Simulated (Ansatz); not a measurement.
# Zn$_{3}$CdSe$_{4}$, first-principles data

Zn₃CdSe₄:
```yaml
crystal:
  lattice:
    - [5.78227, 0.00000, 0.00000]
    - [0.00000, 5.78227, 0.00000]
    - [0.00000, 0.00000, 5.78227]
  atoms:
    - { symbol: Zn, position: [0.00000, 0.50000, 0.50000] }
    - { symbol: Zn, position: [0.50000, 0.00000, 0.50000] }
    - { symbol: Zn, position: [0.50000, 0.50000, 0.00000] }
    - { symbol: Cd, position: [0.00000, 0.00000, 0.00000] }
    - { symbol: Se, position: [0.73852, 0.73852, 0.26148] }
    - { symbol: Se, position: [0.73852, 0.26148, 0.73852] }
    - { symbol: Se, position: [0.26148, 0.26148, 0.26148] }
    - { symbol: Se, position: [0.26148, 0.73852, 0.73852] }
```

Space group P-43m (No. 215); conventional cell a = b = c = 5.7823 Å, α = β = γ = 90.00°.

Method: plane-wave PAW r²SCAN (Ansatz code). Geometry: relaxed at this level of theory. Other levels are named where they apply.

Cell and energy:

```json
{
 "volume_per_atom": "24.17 Å³",
 "density": "5.36 g/cm³",
 "Formation energy from the elements (no fitted shifts)": "-814 meV/atom"
}
```

Electronic structure:

```json
{
 "band_gap": "1.58 eV (direct)",
 "valence_band_maximum": "at Γ",
 "conduction_band_minimum": "at Γ",
 "electron_effective_mass": "0.12 mₑ (isotropic)",
 "Electron effective mass with spin–orbit coupling": "0.12 mₑ (isotropic)",
 "Hole effective mass, band 1 of 3 at the edge": "0.70 along [100], 3.6 along [110], 1.5 along [111] (mₑ)",
 "Hole effective mass, band 2 of 3 at the edge": "0.70 along [100], 0.70 along [110], 1.5 along [111] (mₑ)",
 "Hole effective mass, band 3 of 3 at the edge": "0.12 along [100], 0.11 along [110], 0.10 along [111] (mₑ)",
 "HSE06 gap on the r²SCAN cell": "2.10 eV",
 "Gap with spin–orbit coupling": "1.46 eV"
}
```

Mechanics:

```json
{
 "Bulk modulus (Birch–Murnaghan fit)": "61.3 GPa",
 "Pressure derivative B′": "4.5",
 "Elastic constants (relaxed ions, GPa)": "C11 = 81.8, C12 = 51.1, C44 = 34.1",
 "mechanical_stability": "stable (all eigenvalues of C positive)",
 "hill_bulk_and_shear_moduli": "61.3 and 24.8 GPa",
 "Young's modulus": "65.5 GPa",
 "Poisson's ratio": "0.32",
 "debye_temperature_from_the_elastic_constants": "248 K",
 "Piezoelectric stress constants (proper, relaxed ions, C/m²)": "e14 = e25 = e36 = 0.05"
}
```

Dielectric response:

```json
{
 "Electronic dielectric constant ε∞ (DFPT)": "6.48",
 "Static dielectric constant ε0 (ions relaxed, cell fixed)": "9.76",
 "Born charges (a third of the trace)": "Zn +2.09, Cd +2.18, Se -2.12 e"
}
```

Phonons:

```json
{
 "Highest zone-centre frequency (without LO–TO term)": "6.19 THz",
 "zone_centre_stability": "no imaginary mode at Γ",
 "dynamical_stability_on_the_path": "stable (no imaginary branch)",
 "zero_point_energy": "26.9 meV/atom",
 "Vibrational entropy at 300 K": "38.0 J/(K·mol of atoms)"
}
```

Charges:

```json
{
 "bader_charges": "Zn +0.84, Cd +0.80, Se -0.83 e"
}
```

The workflow started from a Materials Project entry (that database holds measured and hypothetical structures alike); the Crystallography Open Database copy checked does not list it. With Zn and Cd taken as one species the cell has the higher symmetry F-43m, so it may be an ordered model of a mixed-site phase. Its standing as an ambient phase is unchecked. The r²SCAN relaxation kept the symmetry of its start. Signs of piezoelectric constants follow the polarity of the cell as given. The references are the lowest solids computed at this level, not always the standard phases. Spin–orbit coupling is left out wherever it is not named.

Potentials: the later of the program's two PAW sets.
